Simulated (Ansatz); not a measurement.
Ti$_{3}$Al:
```cif
data_Al2Ti6
_chemical_formula_sum 'Ti6 Al2'
_space_group_name_H-M_alt 'P 1'
_space_group_IT_number 1
_cell_length_a 5.68796
_cell_length_b 5.68796
_cell_length_c 4.60689
_cell_angle_alpha 90.000
_cell_angle_beta 90.000
_cell_angle_gamma 120.000
loop_
_space_group_symop_operation_xyz
  'x, y, z'
loop_
_atom_site_label
_atom_site_type_symbol
_atom_site_fract_x
_atom_site_fract_y
_atom_site_fract_z
_atom_site_occupancy
Ti1 Ti 0.83038 0.66076 0.25000 1
Ti2 Ti 0.16962 0.33924 0.75000 1
Ti3 Ti 0.16962 0.83038 0.75000 1
Ti4 Ti 0.83038 0.16962 0.25000 1
Ti5 Ti 0.33924 0.16962 0.25000 1
Ti6 Ti 0.66076 0.83038 0.75000 1
Al1 Al 0.33333 0.66667 0.25000 1
Al2 Al 0.66667 0.33333 0.75000 1
```

Relaxed with PBEsol.

Question: Decompose the optical modes at the zone centre into irreducible representations, and say which are infrared and Raman allowed.

Answer: Point group 6/mmm: Γ_opt = A1g + A2g + A2u + 2B1g + B1u + B2u + E1g + 2E1u + 3E2g + E2u. Infrared: A2u, E1u. Raman: A1g, E1g, E2g.

Question: Assign frequencies (DFPT, DFT-PBEsol in the program Ansatz with PAW potentials).

Answer: E2g 140, E1g 158, E2g 166, B1g 181, A2g 189, E2u 225, E1u 256, A1g 261, B2u 270, B1u 280, B1g 302, A2u 303, E1u 309, E2g 319 cm⁻¹.

Subscripts of B labels follow the axes of the standard setting.

Space group P6_3/mmc. Symmetry was held in the PBEsol relaxation; of distortions, only those at the zone centre were tested. No spin polarisation was allowed. As this level gives no gap, phonon frequencies hold no LO–TO term and depend on the k-mesh and smearing (Fermi–Dirac, 0.1 eV here).

Potentials: the later of the program's two PAW sets.
